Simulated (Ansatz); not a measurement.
Rb2CuBiCl6:
```
CELL_PARAMETERS angstrom
      0.00000     5.06025     5.06025
      5.06025     0.00000     5.06025
      5.06025     5.06025     0.00000
ATOMIC_POSITIONS crystal
  Rb 0.75000 0.75000 0.75000
  Rb 0.25000 0.25000 0.25000
  Cu 0.50000 0.50000 0.50000
  Bi 0.00000 0.00000 0.00000
  Cl 0.73590 0.26410 0.26410
  Cl 0.26410 0.73590 0.73590
  Cl 0.26410 0.73590 0.26410
  Cl 0.73590 0.26410 0.73590
  Cl 0.26410 0.26410 0.73590
  Cl 0.73590 0.73590 0.26410
```

Relaxed with LDA.

**Question.** Which orbitals make up the states near the band edges in the program Ansatz at the LDA level (PAW)?

**Answer.** Top 1 eV of the valence band: Cu 3d 62 %, Cl 3p 25 %, Bi 6p 6 %. Bottom 1 eV of the conduction band: Bi 6p 56 %, Cl 3p 17 %, Cu 4s 11 %, Cl 3s 7 %, outside the projected shells 7 %. Projections are on Löwdin-orthogonalised atomic valence shells; empty p or d shells of many metals are not among them.

**Question.** Tabulate the density of states.

**Answer.** States/eV per cell of 10 atoms, in 0.25 eV bins, energy from the valence-band maximum.

```csv
E (eV),total,Cl 3p,Cu 3d,Bi 6p
-7.88,0.00,0.00,0.00,0.00
-7.63,0.00,0.00,0.00,0.00
-7.38,0.00,0.00,0.00,0.00
-7.13,0.00,0.00,0.00,0.00
-6.88,0.61,0.43,0.00,0.10
-6.63,4.11,2.89,0.02,0.61
-6.38,2.76,1.96,0.02,0.39
-6.13,0.52,0.38,0.00,0.07
-5.88,4.54,3.46,0.07,0.89
-5.63,11.46,8.13,0.68,2.38
-5.38,0.21,0.17,0.00,0.02
-5.13,0.97,0.79,0.04,0.07
-4.88,3.61,3.03,0.22,0.13
-4.63,14.69,12.73,1.09,0.09
-4.38,17.03,14.06,2.10,0.06
-4.13,9.36,7.79,0.91,0.06
-3.88,2.13,1.75,0.21,0.03
-3.63,10.76,9.97,0.36,0.11
-3.38,12.01,10.91,0.64,0.12
-3.13,17.94,16.87,0.53,0.16
-2.88,19.29,17.65,0.76,0.13
-2.63,10.25,9.65,0.18,0.04
-2.38,1.76,1.75,0.00,0.00
-2.13,0.00,0.00,0.00,0.00
-1.88,0.00,0.00,0.00,0.00
-1.63,15.84,1.69,13.88,0.06
-1.38,8.17,1.16,6.95,0.01
-1.13,3.46,0.56,2.39,0.31
-0.88,5.47,1.08,3.63,0.44
-0.63,4.36,1.14,2.72,0.24
-0.38,1.78,0.60,0.97,0.08
-0.13,0.93,0.35,0.49,0.02
0.12,0.00,0.00,0.00,0.00
0.37,0.00,0.00,0.00,0.00
0.62,0.00,0.00,0.00,0.00
0.87,0.10,0.01,0.00,0.06
1.12,0.92,0.10,0.01,0.52
1.37,1.99,0.31,0.04,1.11
1.62,2.83,0.52,0.06,1.56
1.87,2.44,0.51,0.04,1.40
2.12,2.34,0.55,0.04,1.40
2.37,3.53,0.92,0.07,2.13
2.62,4.23,1.20,0.13,2.46
2.87,4.32,1.29,0.18,2.38
3.12,1.77,0.48,0.07,0.82
3.37,0.50,0.02,0.00,0.00
3.62,0.69,0.04,0.00,0.00
3.87,0.94,0.06,0.00,0.00
4.12,1.58,0.10,0.00,0.00
4.37,3.16,0.15,0.00,0.00
4.62,5.71,0.27,0.01,0.01
4.87,6.20,0.27,0.01,0.03
5.12,6.86,0.22,0.01,0.06
5.37,11.20,0.35,0.02,0.17
5.62,9.60,0.27,0.01,0.11
```

Space group Fm-3m. The first step of the workflow began from a Materials Project structure, measured or hypothetical; the Crystallography Open Database copy checked does not list it. Whether it is the stable phase at ambient conditions was not checked. The cell was relaxed with LDA under the symmetry of its start; phonons on a q-mesh show weakly imaginary modes. No spin polarisation was allowed. Spin–orbit coupling is left out wherever it is not named.

Potentials: the later of the program's two PAW sets.
